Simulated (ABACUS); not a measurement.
ABACUS run on SiO2 (I-42d, 12 atoms in the cell; from Materials Project mp-546794, changed as shown): self-consistent single point.

Computed with LDA (PW92), numerical atomic orbitals DZP (confined pseudo-atomic orbitals with Gaussian additions; energy shift 0.003 Ry), PseudoDojo 0.4 standard norm-conserving LDA (tails mended) pseudopotentials (ABACUS 3.10.1).

The change in words: lattice scaled by 1.02. Reference geometry (I-42d):
```xyz
12
Lattice="4.9957 0.0000 0.0000 0.0000 4.9957 0.0000 0.0000 0.0000 7.3720" Properties=species:S:1:pos:R:3 pbc="T T T"
Si     0.0000     0.0000     0.0000
Si     0.0000     2.4979     1.8430
Si     2.4979     2.4979     3.6860
Si     2.4979     0.0000     5.5290
O      0.4835     1.2489     0.9215
O      3.7468     2.0143     2.7645
O      4.5122     3.7468     0.9215
O      1.2489     2.9814     2.7645
O      2.9814     3.7468     4.6075
O      1.2489     4.5122     6.4505
O      2.0143     1.2489     4.6075
O      3.7468     0.4835     6.4505
```

Reference input (self-consistent single point, DFT, LDA (PW92), numerical atomic orbitals DZP (confined pseudo-atomic orbitals with Gaussian additions; energy shift 0.003 Ry), PseudoDojo 0.4 standard norm-conserving LDA (tails mended) pseudopotentials): basis = DZP numerical atomic orbitals, energy shift 0.003 Ry; KPT = Gamma 6 6 4 0 0 0; basis_type = lcao; dft_functional = PWLDA; ecutwfc = 100 Ry; smearing_method = fixed; potentials = PseudoDojo 0.4 standard norm-conserving LDA (tails mended); symmetry = 1; symmetry_prec = 1e-05; ks_solver = scalapack_gvx; scf_nmax = 100; scf_thr = 1.0e-07. This run's input differs from it in these lines:

```diff
@@ -33,5 +33,5 @@
 LATTICE_VECTORS
-   4.9957030000    0.0000000000    0.0000000000
-   0.0000000000    4.9957030000    0.0000000000
-   0.0000000000    0.0000000000    7.3720240000
+   5.0956170000    0.0000000000    0.0000000000
+   0.0000000000    5.0956170000    0.0000000000
+   0.0000000000    0.0000000000    7.5194640000
 
@@ -44,5 +44,5 @@
    0.0000000000    0.0000000000    0.0000000000 1 1 1
-   0.0000000000    2.4978515000    1.8430060000 1 1 1
-   2.4978515000    2.4978515000    3.6860120000 1 1 1
-   2.4978515000    0.0000000000    5.5290180000 1 1 1
+   0.0000000000    2.5478085000    1.8798660000 1 1 1
+   2.5478085000    2.5478085000    3.7597320000 1 1 1
+   2.5478085000    0.0000000000    5.6395980000 1 1 1
 
@@ -51,10 +51,10 @@
 8
-   0.4835340934    1.2489257500    0.9215030000 1 1 1
-   3.7467772500    2.0143174066    2.7645090000 1 1 1
-   4.5121689066    3.7467772500    0.9215030000 1 1 1
-   1.2489257500    2.9813855934    2.7645090000 1 1 1
-   2.9813855934    3.7467772500    4.6075150000 1 1 1
-   1.2489257500    4.5121689066    6.4505210000 1 1 1
-   2.0143174066    1.2489257500    4.6075150000 1 1 1
-   3.7467772500    0.4835340934    6.4505210000 1 1 1
+   0.4932047694    1.2739042500    0.9399330000 1 1 1
+   3.8217127500    2.0546037306    2.8197990000 1 1 1
+   4.6024122306    3.8217127500    0.9399330000 1 1 1
+   1.2739042500    3.0410132694    2.8197990000 1 1 1
+   3.0410132694    3.8217127500    4.6996650000 1 1 1
+   1.2739042500    4.6024122306    6.5795310000 1 1 1
+   2.0546037306    1.2739042500    4.6996650000 1 1 1
+   3.8217127500    0.4932047694    6.5795310000 1 1 1
 # file: KPT
```

Output, abridged:

```
 SELF-CONSISTENT
 -------------------------------------------

                  longest orb rcut (Bohr) = 8
   longest nonlocal projector rcut (Bohr) = 1.94
                     search radius (Bohr) = 19.9

                          real space grid = [ 64, 64, 96 ]
                                 init_chg = atomic

 LCAO ALGORITHM --------------- ION=   1  ELEC=   1--------------------------------

 Density error is 0.205067018116
 E_KohnSham     -297.8443985552      -4052.3809377340
 E_Fermi        -0.2327595142        -3.1668556568

 LCAO ALGORITHM --------------- ION=   1  ELEC=   2--------------------------------

   [... lines left out ...]

   [... 6 blocks of this kind left out ...]

 LCAO ALGORITHM --------------- ION=   1  ELEC=   9--------------------------------

 Density error is 1.72515775493e-07
 E_KohnSham     -299.0682978601      -4069.0329420587
 E_Fermi        -0.0091399202        -0.1243549944

 LCAO ALGORITHM --------------- ION=   1  ELEC=  10--------------------------------

 Density error is 1.6411221005e-08
 E_KohnSham     -299.0682978601      -4069.0329420589
 E_KS(sigma->0) -299.0682978601      -4069.0329420589
 E_entropy(-TS) 0.0000000000         0.0000000000
 E_Fermi        -0.0091400090        -0.1243562017
 charge density convergence is achieved
 final etot is -4069.0329421 eV
 EFERMI = -0.1243562017 eV

 STATE ENERGY(eV) AND OCCUPATIONS    NSPIN == 1
   [... 39 lines left out ...]

 TOTAL-FORCE (eV/Angstrom)
                       Si1         0.0000000000         0.0000000000         0.0000000000
                       Si2         0.0000000000         0.0000000000         0.0000000000
                       Si3         0.0000000000         0.0000000000         0.0000000000
                       Si4         0.0000000000         0.0000000000         0.0000000000
                        O1        -0.5833944164         0.0000000000         0.0000000000
                        O2         0.0000000000         0.5833944164         0.0000000000
                        O3         0.5833944164         0.0000000000         0.0000000000
   [... lines left out ...]

 TOTAL-STRESS (KBAR)
      -112.3845327985         0.0000000000        -0.0000000000
         0.0000000000      -112.3845327985        -0.0000000000
         0.0000000000         0.0000000000      -110.2721741181
 TOTAL-PRESSURE: -111.680413 KBAR

 --------------------------------------------
 !FINAL_ETOT_IS -4069.0329420589118854 eV
 --------------------------------------------
```

The run converged in 10 iterations. Against the reference run the free energy goes up by 45.1 meV/atom, the pressure goes from -3.83 to -11.17 GPa, the largest force goes from under 0.1 to 0.58 eV/Å and the gap on the mesh goes from 6.355 to 5.838 eV.

The atom-centred basis is finite, which shifts total energies, pressures, gaps and forces against plane waves. The structure comes from a collection of computed structures, made at another level of theory; the collection holds predicted forms beside known ones. Its lattice was then scaled.

Cost on one core: about 16 core-seconds (a rough figure).

The atomic orbitals were generated for these runs; they are not ABACUS's published sets and were checked against plane waves on a few crystals only.

“Tails mended”: in these copies of the files the far tail of each local potential was reset to the Coulomb form.
